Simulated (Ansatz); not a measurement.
# A plane-wave run on FeCO₃

Input file of Ansatz 0.2.0:

```yaml
crystal:
  lattice:
    - [2.33911129, 1.35048716, 5.07058963]
    - [-2.33911129, 1.35048716, 5.07058963]
    - [0.0, -2.70097432, 5.07058963]
  atoms:
    - { symbol: Fe, position: [0.0, 0.0, 0.0] }
    - { symbol: Fe, position: [0.5, 0.5, 0.5] }
    - { symbol: C, position: [0.25, 0.25, 0.25] }
    - { symbol: C, position: [0.75, 0.75, 0.75] }
    - { symbol: O, position: [0.525, 0.975, 0.25] }
    - { symbol: O, position: [0.25, 0.525, 0.975] }
    - { symbol: O, position: [0.975, 0.25, 0.525] }
    - { symbol: O, position: [0.475, 0.025, 0.75] }
    - { symbol: O, position: [0.75, 0.475, 0.025] }
    - { symbol: O, position: [0.025, 0.75, 0.475] }
  symmetry: { tolerance: 0.0003 }
kpoints:
  mp_grid: { grid: [7, 7, 7], shift: [0, 0, 0] }
  band_path:
    path:
      - [0.0, 0.0, 0.0]
      - [0.5, 0.5, 0.5]
      - [0.78604298, 0.21395702, 0.5]
      - [0.5, -0.21395702, 0.21395702]
      - [0.5, 0.0, 0.0]
      - [0.0, 0.0, 0.0]
      - [0.35697851, -0.35697851, 0.0]
      - [0.64302149, 0.0, 0.35697851]
      - [0.5, 0.0, 0.5]
      - [0.0, 0.0, 0.0]
    npoints: 7
magnetization:
  spin_polarized: false
scf:
  occupations: { method: fermi_dirac }
  lower_state_search: "off"
  max_iter: 200
hamiltonian:
  pseudopotentials: { kind: paw }
  xc: r2scan
basis:
  ecutwfc: 500
  fft_grid_basis: typed
output:
  forces: true
  stress: true
  eigenvalues: true
  bader: true
  populations: true
  elf: true
  write_potential: true
  volumetric_format: npy
  dos:
    e_range: [-12, 8]
    de: 0.05
    projected: { site_lists: { C: [C], Fe: [Fe], O: [O] } }
  write_density: true
checkpoint:
  read: saved_state
```

Command:

```sh
ansatz run input.yaml --threads 1 --pin off --max-ram 2560MiB --backend cpu --events-out ev --progress --plain --runs-dir out
```

The run starts from an earlier solution of this cell. 

Excerpt of what it printed:

```
Warning: crystal.lattice misses the space group found at crystal.symmetry.tolerance 3.0e-4 in a digit that the deck types, which is why this is a warning: making the lattice exact moves one of its numbers by a whole unit of that number's last typed decimal, or more. The operation that it misses by the most changes a squared length by the fraction 8.04e-7.
Pseudopotentials: kind: paw
Pseudopotential: Fe, paw, valence charge 16, recommended cutoff 500 eV (meta_gga), Fe.paw.azcp
Pseudopotential: C, paw, valence charge 4, recommended cutoff 500 eV (meta_gga), C.paw.azcp
Pseudopotential: O, paw, valence charge 6, recommended cutoff 500 eV (meta_gga), O.paw.azcp
Functional definition: r2SCAN
  exchange = r2scan_x(k0 = k0, k1 = k1, a1 = a1)
  correlation = r2scan_c
Crystal: 10 atoms, lattice volume = 96.106 Å³
Basis set: ecut = 500 eV, 2443 PW (Γ), exchange–correlation on 180×180×180 points (64 copies of the dense FFT grid, shifted against one another)
Bands: 48, of which v1, the nominal top of the filled ones, is band 38 counted from 1 (37 counted from 0)
Symmetry: 12 space group operations
Space group: R-3c (ITA 167), of the structure as read, at distance tolerance 1.4e-3 Å
k-points: 44 of 343
Initial density: read from a saved state, or passed on in memory by an earlier SCF of this step, an earlier step, the calling program or the single point that the run made first
Functional: x = r2scan, c = r2scan; τ floored in thin density (d = 2e-4 eV/Å³)
SCF iter   1: F=-12882.3402 eV  Δρ=6.66e-3  dr2=3.56e-3  dr2_τ=4.61e-3
SCF iter   2: F=-12882.3418 eV  Δρ=3.50e-3  dr2=1.04e-3  dr2_τ=2.95e-3
SCF iter   3: F=-12882.3417 eV  Δρ=1.06e-3  dr2=6.46e-4  dr2_τ=9.90e-5
SCF iter   4: F=-12882.3422 eV  Δρ=1.57e-4  dr2=1.16e-5  dr2_τ=2.51e-6
SCF iter   5: F=-12882.3420 eV  Δρ=5.22e-5  dr2=2.62e-6  dr2_τ=2.43e-7
SCF iter   6: F=-12882.3420 eV  Δρ=2.42e-5  dr2=4.31e-7  dr2_τ=3.42e-8
SCF iter   7: F=-12882.3421 eV  Δρ=9.39e-6  dr2=5.05e-8  dr2_τ=1.10e-8
Free energy (F): -12882.3421 eV
Harris-Foulkes:  -12882.3421 eV  (|F-HF|=2.69e-8)
Internal energy: -12882.3413 eV  (E = F + TS)
E sigma→0 (E₀):  -12882.3417 eV
Entropy (-TS):   -0.0007 eV (-0.074 meV/atom)
Fermi energy:    9.2272 eV
--- Forces (eV/Å), atoms counted from 1 ---
  atom   1  Fe     0.0000     0.0000     0.0000
  atom   2  Fe     0.0000     0.0000     0.0000
  atom   3  C      0.0000     0.0000     0.0000
  atom   4  C      0.0000     0.0000     0.0000
  atom   5  O      0.7586     0.0000     0.0000
  atom   6  O     -0.3793     0.6569     0.0000
  atom   7  O     -0.3793    -0.6569     0.0000
  atom   8  O     -0.7586     0.0000     0.0000
  atom   9  O      0.3793    -0.6569     0.0000
  atom  10  O      0.3793     0.6569     0.0000
--- Stress (GPa, compression-positive) ---
      -13.8880       0.0000       0.0000
        0.0000     -13.8880       0.0000
        0.0000       0.0000     -16.8391
  P = ⅓ Tr σ = -14.8717 GPa (-148.717 kbar)
--- Löwdin populations: 10 sites ---
  site symbol       q [e]
     0     Fe     14.9762
     1     Fe     14.9762
     2      C      3.2252
     3      C      3.2252
     4      O      6.5166
     5      O      6.5166
     6      O      6.5166
     7      O      6.5166
     8      O      6.5166
     9      O      6.5166
  spilling = 0.0065 (of n_electrons = 76.0000)
--- Bader charges: 10 sites ---
  site symbol  charge [e]  shift [e]
     0     Fe      1.3578     0.0033
     1     Fe      1.3578     0.0033
     2      C      2.3723     0.0112
     3      C      2.3723     0.0112
     4      O     -1.2434     0.0048
     5      O     -1.2434     0.0048
     6      O     -1.2434     0.0048
     7      O     -1.2434     0.0048
     8      O     -1.2434     0.0048
     9      O     -1.2434     0.0048
```

Absolute energies hang on the potentials; compare differences alone.

Origin: a database entry at a rescaled volume. Caveats: no spin polarisation, so a magnetic state may lie lower; atoms or cell far from equilibrium.

(1) What did the run cost?

Results:

(1) Run time, from a saved density: 3.1 min on 1 thread of Intel(R) Xeon(R) Platinum 8488C (Sapphire Rapids), on a shared host, peak memory 0.94 GiB.
